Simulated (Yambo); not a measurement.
BSE-type run in Yambo on ZnS (zinc blende, space group F-43m, No. 216), at zero momentum.

Quantum ESPRESSO step (LDA, PseudoDojo standard norm-conserving files, scalar-relativistic):
```
&CONTROL
  calculation = 'nscf'
  pseudo_dir = './pseudo'
  outdir = './out'
/
&SYSTEM
  ibrav = 0
  nat = 2
  ntyp = 2
  ecutwfc = 84.0
  ecutrho = 336.0
  occupations = 'fixed'
  force_symmorphic = .true.
  nbnd = 31
/
&ELECTRONS
  conv_thr = 2e-09
  diago_full_acc = .true.
  diago_thr_init = 1e-08
/
ATOMIC_SPECIES
S 32.0600 S.upf
Zn 65.3800 Zn.upf
CELL_PARAMETERS angstrom
  0.000000000000   2.647829162000   2.647829162000
  2.647829162000   0.000000000000   2.647829162000
  2.647829162000   2.647829162000   0.000000000000
ATOMIC_POSITIONS crystal
S   0.750000000000   0.750000000000   0.750000000000
Zn   0.000000000000   0.000000000000   0.000000000000
K_POINTS automatic
6 6 6 0 0 0
```

Yambo input:
```
rim_cut
optics
bse
bss
dipoles
em1s
RandQpts= 1000000
RandGvec= 1 Ry
FFTGvecs= 40 Ry
Chimod= "HARTREE"
BSKmod= "SEX"
BSEmod= "resonant"
BSSmod= "hs"
BSENGexx= 15 Ry
BSENGBlk= 4 Ry
% KfnQP_E
 1.542 | 1.0 | 1.0 |
%
% BSEQptR
 1 | 1 |
%
% BSEBands
 11 | 14 |
%
% BEnRange
 0.0 | 8.7 | eV
%
% BDmRange
 0.15 | 0.15 | eV
%
BEnSteps= 174
% BLongDir
 1.0 | 0.0 | 0.0 |
%
BSHayTrs= -0.02
BSSNEig= 24
WRbsWF
% BndsRnXs
 5 | 27 |
%
NGsBlkXs= 4 Ry
% LongDrXs
 1.0 | 1.0 | 1.0 |
%
```

From the report:

The dimension is k points × valence × conduction bands = 216 × 3 × 1 = 648.
```
   [SLEPC] Approach                          : Krylov-Schur
   [SLEPC] Number of requested eigenvalues   :  24
   [SLEPC] Number of eigenvalues        [NEV]:  24
    [K] Dimension                                    :   648
    [K] Bands                                        :  11  14
    [K] Exchange res                                 : yes
    [K] Correlation res                              : yes
    [K] W interaction is bare                        : no
    [K] RL vectors exchange                          :  283
    [K] RL vectors correlation                       :   51
    [W] Matrix size                                  :   51
    [W] Bands                                        :   5  27
    [W] Coulomb Cutoff                               : none
    [W] Hxc Kernel                                   : HARTREE
```

Geometry relaxed with LDA.
